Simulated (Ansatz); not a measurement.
Li2WS4:
```yaml
crystal:
  lattice:
    - [-2.95857, 2.95857, 4.43765]
    - [2.95857, -2.95857, 4.43765]
    - [2.95857, 2.95857, -4.43765]
  atoms:
    - { symbol: Li, position: [0.50000, 0.00000, 0.50000] }
    - { symbol: Li, position: [0.00000, 0.50000, 0.50000] }
    - { symbol: W, position: [0.00000, 0.00000, 0.00000] }
    - { symbol: S, position: [0.64543, 0.07758, 0.00000] }
    - { symbol: S, position: [0.92242, 0.92242, 0.56785] }
    - { symbol: S, position: [0.07758, 0.64543, 0.00000] }
    - { symbol: S, position: [0.35457, 0.35457, 0.43215] }
```

Plane-wave PAW LDA (Ansatz code) gives a gap of 1.54 eV without spin–orbit coupling, maximum at X, minimum at M.

Task: What happens when spin–orbit coupling is switched on?

Result: The gap stays essentially unchanged, to 1.54 eV; maximum at X, minimum at M.

Task: Give the hole effective mass with spin–orbit coupling.

Result: 0.74, 1.2, 2.8 mₑ (principal values).

Space group I-42m. The workflow started from a Materials Project entry (that database holds measured and hypothetical structures alike); the Crystallography Open Database copy checked does not list it. Whether it is the stable phase at ambient conditions was not checked. The cell was relaxed with LDA under the symmetry of its start; whether a distortion lowers the energy is not shown. The run is not spin-polarised. A crystal of weakly bound layers computed without a dispersion correction: the cell and the soft elastic constants depend strongly on that.

Potentials: the later of the program's two PAW sets.
